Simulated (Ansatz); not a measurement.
AgW (L1₀ or tetragonal B2, P4/mmm) at seven volumes, PBE in the plane-wave PAW code Ansatz, shape and atoms relaxed at each. One row is withheld.

```csv
V (Å³/atom),P (GPa)
15.032,22.60
15.528,13.67
16.024,6.22
16.519,0.00
17.015,-5.15
17.510,?
18.006,-12.91
```

Question: Fit the shown pressures and predict the withheld one.

Answer: Third-order Birch–Murnaghan: P = (3/2)B₀(x^(7/2) − x^(5/2))[1 + (3/4)(B′ − 4)(x − 1)] with x = (V₀/V)^(2/3). Least squares on the six rows gives V₀ = 16.521 Å³/atom, B₀ = 187.5 GPa, B′ = 5.17. At V = 17.510, x = 0.9620 and P = -9.38 GPa. The run itself gave -9.41 GPa.

The start of the workflow was typed in or built on a structure type; neither database checked (COD, Materials Project) lists it. Whether it is the stable phase at ambient conditions was not checked. The PBE relaxation kept the symmetry of its start; its stability against distortions is not shown here. The run is not spin-polarised. Its formation energy is positive at this level, so the cell may be metastable or incomplete. Spin–orbit coupling is left out wherever it is not named.

Potentials: the later of the program's two PAW sets.
